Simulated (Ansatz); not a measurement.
AlNi:
```cif
data_AlNi
_chemical_formula_sum 'Al1 Ni1'
_space_group_name_H-M_alt 'P 1'
_space_group_IT_number 1
_cell_length_a 2.89321
_cell_length_b 2.89321
_cell_length_c 2.89321
_cell_angle_alpha 90.000
_cell_angle_beta 90.000
_cell_angle_gamma 90.000
loop_
_space_group_symop_operation_xyz
  'x, y, z'
loop_
_atom_site_label
_atom_site_type_symbol
_atom_site_fract_x
_atom_site_fract_y
_atom_site_fract_z
_atom_site_occupancy
Al1 Al 0.50000 0.50000 0.50000 1
Ni1 Ni 0.00000 0.00000 0.00000 1
```

Relaxed with PBE.

Task: Which orbitals make up the states near the Fermi level in plane-wave PAW PBE (Ansatz code)?

Result: Within 0.5 eV of the Fermi level: Ni 3d 60 %, Al 3p 28 %. Projections are on Löwdin-orthogonalised atomic valence shells; empty p or d shells of many metals are not among them.

Task: Tabulate the density of states.

Result: States/eV per cell of 2 atoms, in 0.25 eV bins, energy from the Fermi level.

| E (eV) | total | Ni 3d | Al 3p | Al 3s |
|---|---|---|---|---|
| -7.85 | 0.34 | 0.01 | 0.15 | 0.12 |
| -7.60 | 0.36 | 0.02 | 0.16 | 0.12 |
| -7.35 | 0.39 | 0.02 | 0.17 | 0.14 |
| -7.10 | 0.45 | 0.03 | 0.19 | 0.17 |
| -6.85 | 0.45 | 0.04 | 0.19 | 0.17 |
| -6.60 | 0.45 | 0.05 | 0.18 | 0.16 |
| -6.35 | 0.50 | 0.07 | 0.20 | 0.18 |
| -6.10 | 0.55 | 0.10 | 0.22 | 0.18 |
| -5.85 | 0.59 | 0.13 | 0.23 | 0.19 |
| -5.60 | 0.65 | 0.18 | 0.23 | 0.19 |
| -5.35 | 0.71 | 0.24 | 0.24 | 0.19 |
| -5.10 | 0.64 | 0.22 | 0.24 | 0.14 |
| -4.85 | 0.63 | 0.22 | 0.25 | 0.11 |
| -4.60 | 0.67 | 0.25 | 0.27 | 0.10 |
| -4.35 | 0.76 | 0.30 | 0.30 | 0.09 |
| -4.10 | 1.06 | 0.48 | 0.38 | 0.09 |
| -3.85 | 2.03 | 1.16 | 0.65 | 0.09 |
| -3.60 | 1.56 | 0.99 | 0.44 | 0.07 |
| -3.35 | 1.65 | 1.15 | 0.41 | 0.05 |
| -3.10 | 3.20 | 2.43 | 0.69 | 0.02 |
| -2.85 | 2.83 | 2.18 | 0.58 | 0.00 |
| -2.60 | 1.69 | 1.46 | 0.17 | 0.00 |
| -2.35 | 4.05 | 3.70 | 0.20 | 0.01 |
| -2.10 | 5.29 | 4.94 | 0.20 | 0.01 |
| -1.85 | 7.27 | 6.83 | 0.27 | 0.01 |
| -1.60 | 4.29 | 4.01 | 0.18 | 0.01 |
| -1.35 | 1.11 | 0.93 | 0.12 | 0.01 |
| -1.10 | 0.64 | 0.51 | 0.08 | 0.00 |
| -0.85 | 0.55 | 0.42 | 0.09 | 0.00 |
| -0.60 | 1.93 | 1.53 | 0.28 | 0.02 |
| -0.35 | 1.32 | 0.91 | 0.29 | 0.04 |
| -0.10 | 0.94 | 0.55 | 0.27 | 0.05 |
| 0.15 | 0.76 | 0.39 | 0.26 | 0.04 |
| 0.40 | 0.63 | 0.28 | 0.24 | 0.04 |
| 0.65 | 0.53 | 0.21 | 0.22 | 0.04 |
| 0.90 | 0.45 | 0.16 | 0.20 | 0.03 |
| 1.15 | 0.38 | 0.12 | 0.18 | 0.03 |
| 1.40 | 0.32 | 0.09 | 0.15 | 0.02 |
| 1.65 | 0.36 | 0.09 | 0.12 | 0.02 |
| 1.90 | 0.43 | 0.09 | 0.10 | 0.03 |
| 2.15 | 0.68 | 0.14 | 0.11 | 0.10 |
| 2.40 | 0.89 | 0.19 | 0.18 | 0.17 |
| 2.65 | 0.95 | 0.21 | 0.22 | 0.23 |
| 2.90 | 0.88 | 0.18 | 0.24 | 0.22 |
| 3.15 | 0.83 | 0.15 | 0.25 | 0.22 |
| 3.40 | 0.80 | 0.13 | 0.25 | 0.23 |
| 3.65 | 0.79 | 0.11 | 0.26 | 0.22 |
| 3.90 | 0.75 | 0.10 | 0.26 | 0.20 |
| 4.15 | 0.74 | 0.09 | 0.25 | 0.19 |
| 4.40 | 0.76 | 0.08 | 0.28 | 0.19 |
| 4.65 | 0.78 | 0.08 | 0.32 | 0.17 |

Space group Pm-3m (CsCl type). The PBE relaxation kept the symmetry of its start. No spin polarisation was allowed.

Potentials: the later of the program's two PAW sets.
